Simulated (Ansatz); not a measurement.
HgPt (L1₀ or tetragonal B2, P4/mmm), PBE in the plane-wave PAW code Ansatz, all energies at zero smearing, with the estimated change up to a 700 eV cutoff added, with one set of potentials and settings (totals compare only within such a set). Cell of 2 atoms (1 Hg, 1 Pt): -26336.392 eV.

```json
[
 {"element": "Hg", "reference phase": "P6_3/mmc, 2 atoms in the cell", "E (eV/atom)": "-13813.4607"},
 {"element": "Pt", "reference phase": "Fm-3m, 1 atoms in the cell", "E (eV/atom)": "-12523.0127"}
]
```

Formation energy per atom, worked out: (-26336.392 − 1×(-13813.4607) − 1×(-12523.0127))/2 = 0.040 eV/atom (4 kJ per mol of atoms), at 0 K, without zero-point energy or fitted corrections.

The workflow started from an entry of the Crystallography Open Database (COD). Whether it is the stable phase at ambient conditions was not checked. The PBE relaxation kept the symmetry of its start; its stability against distortions is not shown here. The run is not spin-polarised. The references are the lowest solids computed at this level, not always the standard phases. Scalar-relativistic: spin–orbit coupling is off unless named, which matters more the heavier the elements.

Potentials: the later of the program's two PAW sets.
